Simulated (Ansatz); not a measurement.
Ge (diamond)

Level of theory: DFT, PBEsol, scalar-relativistic, no spin polarisation; plane waves to 420 eV with PAW datasets (Ansatz 0.2.0), Γ-centred 14×14×14 mesh, 0.05 eV Gaussian smearing; PAW files: Ansatz's generated set soft_2.

```cif
data_structure
_symmetry_space_group_name_H-M 'P 1'
_symmetry_Int_Tables_number 1
_cell_length_a 4.0133
_cell_length_b 4.0133
_cell_length_c 4.0133
_cell_angle_alpha 60.000
_cell_angle_beta 60.000
_cell_angle_gamma 60.000
_cell_volume 45.71
loop_
_atom_site_label
_atom_site_type_symbol
_atom_site_fract_x
_atom_site_fract_y
_atom_site_fract_z
_atom_site_occupancy
Ge1 Ge 0.50000 0.50000 0.50000 1
Ge2 Ge 0.75000 0.75000 0.75000 1
```

The cell is relaxed to zero pressure at this level.

```json
{
 "Space group": "Fd-3m (No. 227)",
 "Volume": "22.85 Å³/atom",
 "Band gap": "zero (semimetal)",
 "Density of states at the Fermi level": "about 2e-06 states/(eV·atom) (so small a value isn't resolved on this mesh)"
}
```

**The experiment.** The Crystallography Open Database holds a measured cell of cubic Ge (space group Fd-3m) at 298.15 K (1975, doi:10.1107/S0021889875010965): a = 5.658 Å, 22.64 Å³/atom.

From “Electronic and optical properties of SixGe1-x-ySny alloys lattice-matched to Ge”, 2021, arxiv:2109.02782, for a bulk crystal of Ge at 293 K: band gap 0.666 eV (indirect).

**Against experiment.** PBEsol gives 5.676 Å and 22.85 Å³/atom, +1.0 % in volume (+0.3 % in length) from the database's cell. PBEsol was built to cure PBE's overestimate of volumes, and the static lattice lacks thermal expansion. Against the measured gap of Ge, 0.666 eV (indirect; 293 K; “Electronic and optical properties of SixGe1-x-ySny alloys lattice-matched to Ge”, 2021, arxiv:2109.02782), the calculated 0.00 eV is off by -0.67 eV. 3 values of this kind are on record (0.666 to 0.807 eV); this one was drawn at random among those near their median. Kohn–Sham gaps of semilocal functionals mostly fall below measured ones. Temperature and excitons aren't in the calculation.

At this volume the filled and empty bands only touch, so this is a zero-gap semimetal rather than a metal, and a semilocal functional can cause such a touching.
